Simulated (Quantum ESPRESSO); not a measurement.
PtAl6Sn, a guest atom moved from site to site

Computed values, not a measurement. The program is pw.x of Quantum ESPRESSO 7.5 (plane-wave density functional theory). The cell is made up: eight metal atoms on a hexagonal close-packed lattice, with elements, volume, strain and displacements drawn at random and not relaxed, so it may be unstable or far from any real phase. PseudoDojo standard norm-conserving files set the functional (PBE unless stated); there is no spin polarisation or spin-orbit coupling, the Fermi-Dirac width of 0.25 eV means electrons at about 2900 K, and the masses in the input are unused placeholders. The tin pseudopotential is less sure than most, with forces differing by about three percent from a second method on plain tin. Heavy elements are run without spin-orbit coupling, which real alloys of them have. A spin test at this wide smearing found no moment, but such smearing suppresses magnetism that the real alloy may have.

The runs move one Pt atom among sites that otherwise hold Al. Cell, positions, cutoff, mesh and smearing stay as in the input of run 1; sites are counted in its order. Stress in the tables is positive in tension.

Input of run 1:

```
&control calculation='scf', pseudo_dir='./dojo.nc.sr.pbe.v0_5.standard.upf', outdir='./o', disk_io='medium', tprnfor=.true., tstress=.true. /
&system ibrav=0, nat=8, ntyp=3, nbnd=34, ecutwfc=84.00895049, nosym=.true., tot_charge=0,
 occupations='smearing', smearing='fd', degauss=0.0183746611
/
&electrons conv_thr=1.470e-08, electron_maxstep=70, mixing_beta=0.5 /
ATOMIC_SPECIES
Al 1.0 Al.upf
Pt 1.0 Pt.upf
Sn 1.0 Sn.upf
CELL_PARAMETERS angstrom
0.0 4.8769 0.0
2.8157 0.0 4.5729
2.8157 0.0 -4.5729
ATOMIC_POSITIONS angstrom
Pt -0.1247 0.075 -0.0275
Al 2.9279 0.0999 0.1218
Al 2.7367 1.4769 -2.4395
Al 2.9178 1.4951 2.2841
Sn 1.4974 2.4319 -0.0262
Al 4.1816 2.3868 0.0137
Al 1.2565 4.0184 -2.2328
Al 1.4733 4.0577 2.3693
K_POINTS automatic
6 6 6 1 1 1
```

| run | elements on sites 1 to 8 | free energy less that of run 1 (eV) | -TS (eV) | pressure (GPa) | stress xx (GPa) | stress yy (GPa) | stress zz (GPa) | stress yz (GPa) | stress xz (GPa) | stress xy (GPa) | iterations |
| --- | --- | --- | --- | --- | --- | --- | --- | --- | --- | --- | --- |
| 1 | Pt Al Al Al Sn Al Al Al | 0.000 | -0.704 | 14.02 | -14.78 | -12.54 | -14.75 | 0.09 | -0.63 | 0.72 | 11 |
| 2 | Al Al Al Pt Sn Al Al Al | 0.054 | -0.705 | 14.43 | -15.22 | -11.68 | -16.39 | 0.28 | -0.81 | 0.54 | 10 |
| 3 | Al Al Al Al Sn Pt Al Al | 0.184 | -0.730 | 14.33 | -16.56 | -11.85 | -14.59 | -0.44 | -0.26 | 0.36 | 10 |
| 4 | Al Al Al Al Sn Al Pt Al | 0.088 | -0.730 | 13.72 | -13.93 | -11.96 | -15.27 | 0.53 | -1.02 | -0.56 | 11 |
| 5 | Al Al Al Al Sn Al Al Pt | 0.143 | -0.739 | 13.20 | -13.39 | -11.66 | -14.54 | -0.67 | -0.36 | 0.31 | 11 |

Forces Fx Fy Fz (eV/Å):

| site | run 1 | run 2 | run 3 | run 4 | run 5 |
| --- | --- | --- | --- | --- | --- |
| 1 | -0.18 -0.36 -0.06 | 0.57 -0.76 0.01 | 0.56 -0.91 0.24 | 0.66 -0.95 0.20 | 0.39 -0.99 0.02 |
| 2 | -0.21 -1.12 -0.78 | -0.48 -0.92 -0.60 | -0.44 -1.02 -0.91 | -0.34 -1.30 -0.74 | -0.60 -1.26 -0.98 |
| 3 | 0.66 0.07 0.54 | 0.47 0.15 0.79 | 0.63 0.25 0.67 | 0.75 0.22 0.82 | 0.74 0.18 0.81 |
| 4 | -0.88 0.65 0.76 | -0.32 0.09 0.36 | -0.81 0.80 0.38 | -0.62 0.75 0.46 | -1.01 0.68 0.44 |
| 5 | -0.48 0.53 0.35 | -0.73 0.72 0.42 | -0.69 0.86 0.29 | -0.64 0.67 0.23 | -0.62 0.65 0.52 |
| 6 | 0.83 0.67 -0.48 | 0.64 0.80 -0.46 | 0.66 0.44 -0.13 | 0.63 0.82 -0.29 | 0.66 0.98 -0.66 |
| 7 | 1.16 -0.12 -0.28 | 1.07 -0.01 -0.40 | 1.08 -0.06 -0.53 | 0.32 0.23 -0.56 | 0.87 -0.28 -0.41 |
| 8 | -0.91 -0.31 -0.05 | -1.22 -0.07 -0.13 | -0.98 -0.36 -0.01 | -0.76 -0.44 -0.12 | -0.42 0.05 0.25 |

The sites are displaced and not relaxed, so the energy differences mix bonding between neighbours with strain and are not ordering energies. A rerun of one cell of this series at a higher cutoff and on a denser mesh moved values by no more than 0.004 eV in energy, 0.16 GPa in stress and 0.014 eV/Å in force, and a second program with other atomic files agreed on that cell to 2 % rms in force and 0.5 GPa in pressure.